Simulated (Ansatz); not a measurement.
## YIrF2, a known structure type with other elements, at an estimated volume

```
Ir Y F
1.0
     1.80759    3.13083    0.00000
    -1.80759    3.13083    0.00000
     0.00000    0.00000   12.49819
Ir Y F
2 2 4
Direct
  0.33330 0.33340 0.25000
  0.66660 0.66670 0.75000
  0.00000 0.00000 0.00000
  0.00000 0.00000 0.50000
  0.33330 0.33340 0.08160
  0.66660 0.66670 0.58160
  0.33330 0.33340 0.41840
  0.66670 0.66670 0.91840
```

The numbers come from plane-wave PAW DFT (Ansatz): r2SCAN, no spin polarisation, 500 eV, 11×11×3 Γ-centred k points, fermi-dirac occupations (width 0.0149 eV). Nothing was relaxed.

Q: Which atom feels the largest force, and which way?

A: The largest is on F5 (and as large on other atoms): 1.08 eV/Å, components (0.00, 0.00, -1.08). It makes 180° with the line to a nearest neighbour, Ir1 at 2.10 Å, pointing away from it.

Q: What happens at the Fermi level?

A: It is a metal, with about 8.8 states/eV a cell as the mean within 0.25 eV of the Fermi level, mostly Ir d (45 %) and Y d (40 %).

Q: How is the charge shared?

A: Bader charges in e: Y +1.96, Ir -0.16, F -0.90. In the mean Y gives up most and F takes most.

Q: What do density and ELF say about some of the short contacts?

A: Ir–F at 2.10 Å: least valence density 0.49 e/Å³ and ELF 0.08 there. Y–F at 2.32 Å: least valence density 0.31 e/Å³ and ELF 0.08 there. Both are smooth PAW fields, read partly inside the augmentation spheres.

Q: Is the cell too large or too small?

A: The pressure is -5.0 GPa (compression positive), so with the atoms held at these fractions the cell would first shrink; the forces are large, so a full relaxation may end otherwise. The principal stresses -9.2, -2.9, -2.9 GPa differ, so its shape would change too.

Origin: a known structure type with other elements, at an estimated volume, so it need not be a known compound. Caveats: many states at the Fermi level without spin polarisation, so a magnetic state may lie lower; correlation that this level lacks may open a gap in such a compound.
